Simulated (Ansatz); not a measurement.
W:
Space group Pm-3n (No. 223); a = b = c = 5.053 Å, α = β = γ = 90.00°

```csv
atom,site,symmetry,x,y,z
W,2a,m-3.,0.0000,0.0000,0.0000
W,6c,-4m.2,0.0000,0.5000,0.2500
```

Relaxed with r²SCAN.

Problem. Which orbitals make up the states near the Fermi level in plane-wave PAW r²SCAN (Ansatz code)?

Solution. Within 0.5 eV of the Fermi level: W 5d 89 %, W 6s 6 %. Projections are on Löwdin-orthogonalised atomic valence shells; empty p or d shells of many metals are not among them.

Problem. Tabulate the density of states.

Solution. States/eV per cell of 8 atoms, in 0.25 eV bins, energy from the Fermi level.

```csv
E (eV),total,W 5d,W 6s,W 5p
-7.85,0.78,0.05,0.68,0.02
-7.60,0.89,0.08,0.76,0.03
-7.35,1.01,0.11,0.83,0.03
-7.10,1.17,0.17,0.93,0.03
-6.85,1.39,0.28,1.04,0.04
-6.60,1.75,0.48,1.19,0.05
-6.35,2.77,1.11,1.54,0.06
-6.10,2.99,1.60,1.28,0.05
-5.85,6.82,4.41,2.21,0.09
-5.60,8.57,6.32,2.04,0.11
-5.35,5.02,3.94,0.97,0.06
-5.10,7.55,6.17,1.22,0.10
-4.85,6.29,5.27,0.89,0.09
-4.60,3.93,3.41,0.43,0.06
-4.35,3.38,2.98,0.31,0.06
-4.10,4.99,4.63,0.22,0.07
-3.85,7.91,7.48,0.28,0.08
-3.60,7.06,6.80,0.16,0.06
-3.35,9.96,9.52,0.23,0.11
-3.10,13.47,12.85,0.31,0.15
-2.85,12.84,11.97,0.50,0.16
-2.60,8.86,7.85,0.68,0.12
-2.35,11.68,9.87,1.24,0.17
-2.10,6.84,5.72,0.66,0.11
-1.85,8.24,6.95,0.63,0.13
-1.60,10.68,9.34,0.52,0.13
-1.35,9.15,8.13,0.45,0.09
-1.10,6.71,5.94,0.38,0.07
-0.85,6.16,5.39,0.44,0.06
-0.60,5.38,4.65,0.43,0.05
-0.35,2.77,2.33,0.26,0.03
-0.10,1.94,1.68,0.14,0.02
0.15,2.86,2.61,0.11,0.01
0.40,5.03,4.63,0.17,0.02
0.65,8.16,7.45,0.36,0.03
0.90,3.97,3.74,0.10,0.01
1.15,5.49,5.13,0.17,0.02
1.40,5.88,5.49,0.18,0.02
1.65,9.02,8.77,0.10,0.02
1.90,4.61,4.42,0.09,0.01
2.15,7.11,6.86,0.12,0.01
2.40,9.56,9.20,0.20,0.01
2.65,8.43,8.00,0.23,0.02
2.90,7.37,6.79,0.33,0.02
3.15,7.10,6.51,0.31,0.01
3.40,5.43,5.05,0.19,0.01
3.65,6.99,6.52,0.23,0.01
3.90,8.39,7.84,0.29,0.01
```

The workflow started from an entry of the Crystallography Open Database (COD), which files this formula under 6 space groups. It is not the phase usual at ambient conditions (space group No. 229). Symmetry was held in the r²SCAN relaxation; of distortions, only those at the zone centre were tested. No spin polarisation was allowed. Scalar-relativistic: spin–orbit coupling is off unless named, which matters more the heavier the elements.

Potentials: the later of the program's two PAW sets.
